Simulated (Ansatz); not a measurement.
Molecular dynamics on a 1×1×1 supercell (3 atoms) of SnTe2 (fluorite), relaxed with r2SCAN. Forces come from r2SCAN in the plane-wave code Ansatz: a Nosé-Hoover thermostat at fixed volume, 450 K, steps of 1.5 fs. Classical nuclei, no spin polarisation; a few dozen steps show the first response, not equilibrium. The structure comes from a prototype and may be hypothetical.

```yaml
crystal:
  lattice:
    - [0.0, 3.7010376722, 3.7010376722]
    - [3.7010376722, 0.0, 3.7010376722]
    - [3.7010376722, 3.7010376722, 0.0]
  atoms:
    - { symbol: Sn, position: [0.0, 0.0, 0.0] }
    - { symbol: Te, position: [0.25, 0.25, 0.25] }
    - { symbol: Te, position: [0.75, 0.75, 0.75] }
kpoints:
  mp_grid: { grid: [4, 4, 4] }
hamiltonian:
  xc: r2scan
scf:
  occupations: { method: fermi_dirac, width: 0.039 }
md:
  ensemble: nvt_nose_hoover
  temperature: 450
  timestep: 1.5
  n_steps: 40
  initial_velocities: maxwell_boltzmann
  seed: 5577
```

Run as `ansatz run input.yaml --threads 4 --pin off --max-ram 3686MiB --backend cpu --events-out ev --progress --plain --runs-dir out`.

**Question.** What wall time did it need on 4 threads of Arm Neoverse V2 (shared host), load about 0.9 per core, and how much host memory at the peak?

**Answer.** About 2.1 min, with a peak of 0.72 GiB.

**Question.** How do temperature and energy develop?

**Answer.** The temperature goes from 450 K to 283 K in 60 fs. The thermostat hasn't had time to restore it. The atoms start on their lattice sites with kinetic energy alone, so much of it first passes into potential energy. By the last step the atoms have moved 0.14 Å in the root mean square, the drift of the whole cell taken out, 0.16 Å at most.
```csv
step,t (fs),T (K),free energy F from step 0 (meV/atom),kinetic energy (meV/atom),largest force (eV/Å)
0,0,450,0.0,38.8,0.00
1,1.5,450,0.0,38.8,0.01
2,3,449,0.0,38.7,0.01
3,4.5,449,0.1,38.7,0.02
4,6,448,0.2,38.6,0.03
5,7.5,447,0.3,38.5,0.04
6,9,445,0.4,38.4,0.04
7,10.5,444,0.5,38.3,0.05
8,12,442,0.7,38.1,0.06
9,13.5,440,0.9,37.9,0.06
10,15,438,1.1,37.7,0.07
11,16.5,435,1.3,37.5,0.08
12,18,432,1.5,37.3,0.09
13,19.5,429,1.8,37.0,0.09
14,21,426,2.1,36.7,0.10
15,22.5,423,2.4,36.4,0.11
16,24,419,2.7,36.1,0.12
17,25.5,415,3.1,35.8,0.12
18,27,411,3.4,35.4,0.13
19,28.5,406,3.8,35.0,0.14
20,30,402,4.2,34.6,0.15
21,31.5,397,4.6,34.2,0.16
22,33,392,5.1,33.8,0.17
23,34.5,387,5.5,33.3,0.17
24,36,382,6.0,32.9,0.18
25,37.5,376,6.5,32.4,0.19
26,39,371,7.0,31.9,0.20
27,40.5,365,7.5,31.4,0.21
28,42,359,8.1,30.9,0.22
29,43.5,353,8.6,30.4,0.22
30,45,347,9.2,29.9,0.23
31,46.5,341,9.7,29.3,0.24
32,48,334,10.3,28.8,0.25
33,49.5,328,10.9,28.3,0.25
34,51,322,11.5,27.7,0.26
35,52.5,315,12.1,27.2,0.27
36,54,309,12.7,26.6,0.27
37,55.5,302,13.3,26.1,0.28
38,57,296,13.9,25.5,0.28
39,58.5,290,14.5,25.0,0.29
40,60,283,15.1,24.4,0.29
```

Positions (Å) and forces (eV/Å) at step 40:
```
Sn  -0.035   0.122   0.056    -0.086  -0.179  -0.093
Te   1.885   1.791   1.707     0.076   0.034   0.283
Te   5.550   5.497   5.644     0.010   0.146  -0.190
```
